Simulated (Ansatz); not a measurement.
TiO2:
```
TiO2
1.0
    5.13521     0.00000     0.00000
    0.00000     9.18802     0.00000
    0.00000     0.00000     5.45382
Ti O
8 16
Cartesian
  0.70949   1.18497   4.93870
  3.27709   3.40904   0.51512
  1.85811   8.00305   2.21179
  4.42572   5.77898   3.24203
  4.42572   8.00305   0.51512
  1.85811   5.77898   4.93870
  3.27709   1.18497   3.24203
  0.70949   3.40904   2.21179
  4.19604   0.09345   4.64087
  1.62843   4.50056   0.81295
  3.50677   9.09457   1.91396
  0.93917   4.68746   3.53986
  0.93917   9.09457   0.81295
  3.50677   4.68746   4.64087
  1.62843   0.09345   3.53986
  4.19604   4.50056   1.91396
  2.38572   2.11547   4.85378
  4.95332   2.47854   0.60004
  0.18188   7.07255   2.12687
  2.74949   6.70948   3.32695
  2.74949   7.07255   0.60004
  0.18188   6.70948   4.85378
  4.95332   2.11547   3.32695
  2.38572   2.47854   2.12687
```

Relaxed with r²SCAN.

Question: Give the Bader charges and basin volumes of the independent atoms, r²SCAN in the plane-wave PAW code Ansatz.

Answer: 

```csv
atom,Bader charge (e),Bader volume (Å³)
Ti1,+2.37,6.9
O9,-1.16,12.5
O17,-1.20,12.8
```

Space group Pbca. Symmetry was held in the r²SCAN relaxation. The run is not spin-polarised.

Potentials: the later of the program's two PAW sets.
